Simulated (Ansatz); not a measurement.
Bi:
```cif
data_Bi
_chemical_formula_sum 'Bi1'
_space_group_name_H-M_alt 'P 1'
_space_group_IT_number 1
_cell_length_a 3.55948
_cell_length_b 3.55948
_cell_length_c 3.55948
_cell_angle_alpha 60.000
_cell_angle_beta 60.000
_cell_angle_gamma 60.000
loop_
_space_group_symop_operation_xyz
  'x, y, z'
loop_
_atom_site_label
_atom_site_type_symbol
_atom_site_fract_x
_atom_site_fract_y
_atom_site_fract_z
_atom_site_occupancy
Bi1 Bi 0.00000 0.00000 0.00000 1
```

Relaxed with PBE.

**Question.** Which orbitals make up the states near the Fermi level in PBE in the plane-wave PAW code Ansatz?

**Answer.** Within 0.5 eV of the Fermi level: Bi 6p 93 %. Projections are on Löwdin-orthogonalised atomic valence shells; empty p or d shells of many metals are not among them.

**Question.** Tabulate the density of states.

**Answer.** States/eV per cell of 1 atom, in 0.25 eV bins, energy from the Fermi level.

| E (eV) | total | Bi 6p | Bi 6s |
|---|---|---|---|
| -7.85 | 0.00 | 0.00 | 0.00 |
| -7.60 | 0.00 | 0.00 | 0.00 |
| -7.35 | 0.00 | 0.00 | 0.00 |
| -7.10 | 0.00 | 0.00 | 0.00 |
| -6.85 | 0.00 | 0.00 | 0.00 |
| -6.60 | 0.00 | 0.00 | 0.00 |
| -6.35 | 0.00 | 0.00 | 0.00 |
| -6.10 | 0.00 | 0.00 | 0.00 |
| -5.85 | 0.00 | 0.00 | 0.00 |
| -5.60 | 0.00 | 0.00 | 0.00 |
| -5.35 | 0.00 | 0.00 | 0.00 |
| -5.10 | 0.06 | 0.06 | 0.00 |
| -4.85 | 0.20 | 0.19 | 0.00 |
| -4.60 | 0.28 | 0.27 | 0.01 |
| -4.35 | 0.40 | 0.38 | 0.01 |
| -4.10 | 0.60 | 0.57 | 0.02 |
| -3.85 | 0.84 | 0.81 | 0.03 |
| -3.60 | 1.15 | 1.09 | 0.05 |
| -3.35 | 1.09 | 1.01 | 0.07 |
| -3.10 | 0.62 | 0.56 | 0.06 |
| -2.85 | 0.38 | 0.33 | 0.05 |
| -2.60 | 0.46 | 0.41 | 0.05 |
| -2.35 | 0.53 | 0.48 | 0.04 |
| -2.10 | 0.54 | 0.49 | 0.04 |
| -1.85 | 0.56 | 0.51 | 0.04 |
| -1.60 | 0.56 | 0.51 | 0.04 |
| -1.35 | 0.55 | 0.50 | 0.03 |
| -1.10 | 0.56 | 0.51 | 0.03 |
| -0.85 | 0.60 | 0.55 | 0.03 |
| -0.60 | 0.63 | 0.59 | 0.03 |
| -0.35 | 0.68 | 0.63 | 0.02 |
| -0.10 | 0.72 | 0.67 | 0.02 |
| 0.15 | 0.80 | 0.75 | 0.02 |
| 0.40 | 0.91 | 0.86 | 0.02 |
| 0.65 | 0.89 | 0.84 | 0.02 |
| 0.90 | 0.86 | 0.81 | 0.01 |
| 1.15 | 0.83 | 0.78 | 0.01 |
| 1.40 | 0.81 | 0.76 | 0.01 |
| 1.65 | 0.78 | 0.74 | 0.01 |
| 1.90 | 0.76 | 0.71 | 0.01 |
| 2.15 | 0.74 | 0.70 | 0.01 |
| 2.40 | 0.72 | 0.68 | 0.01 |
| 2.65 | 0.70 | 0.66 | 0.00 |
| 2.90 | 0.68 | 0.65 | 0.00 |
| 3.15 | 0.65 | 0.62 | 0.00 |
| 3.40 | 0.48 | 0.46 | 0.00 |
| 3.65 | 0.39 | 0.37 | 0.00 |
| 3.90 | 0.33 | 0.31 | 0.00 |
| 4.15 | 0.30 | 0.26 | 0.00 |
| 4.40 | 0.30 | 0.22 | 0.00 |
| 4.65 | 0.26 | 0.14 | 0.00 |

Space group Fm-3m (fcc (Cu type)). The start of the workflow was typed in or built on a structure type; neither database checked (COD, Materials Project) lists it. It is not the phase usual at ambient conditions (space group No. 166). Symmetry was held in the PBE relaxation; its stability against distortions is not shown here. Scalar-relativistic: spin–orbit coupling is off unless named, which matters more the heavier the elements.

Potentials: the earlier of the program's two PAW sets.
